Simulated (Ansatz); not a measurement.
## TiC: from a starting cell to a relaxed one

The start is a randomly generated symmetric cell of TiC (space group No. 191). The cell and all atomic positions are relaxed at zero pressure with r2SCAN (plane waves to 500 eV, PAW, scalar-relativistic; Ansatz, an electronic-structure program). The first steps use a coarse 9×9×7 k-mesh.

The start:
```
CELL_PARAMETERS angstrom
      2.85773     0.00000     0.00000
     -1.42887     2.47487     0.00000
      0.00000     0.00000     3.16200
ATOMIC_POSITIONS crystal
  C  0.00000 0.00000 0.00000
  Ti 0.00000 0.00000 0.50000
```

How much energy is released per atom?

About 1.9 eV/atom.

How does the volume per atom move from start to end?

+23.7 %, from 11.18 to 13.83 Å³/atom.

How do the shortest distances between atoms change?

The closest pairs of elements (up to four, under 3.6 Å), start → end: C–Ti 1.58 → 2.09 Å; C–C 2.86 → 2.77 Å; Ti–Ti 2.86 → 2.77 Å.

Is the relaxed structure metallic? Give its gap.

Zero (metallic).

The space group stays P6/mmm (No. 191) (the run could not lower it), with 2 atoms in the primitive cell. Final values are on a 19×19×11 k-mesh of the relaxed cell. The start holds a very short contact (C–Ti 1.58 Å). No spin polarisation in the result.

The run could not lose the symmetry of its start, so the end can be a saddle point.

All atoms sit on sites fixed by symmetry, so only the cell could relax.

The relaxed structure here is a generated cell of TiC: the first start was made by a random draw of sites in a space group, and the end was not matched to a known phase here, so it may be hypothetical. Known forms of TiC include space group No. 225.
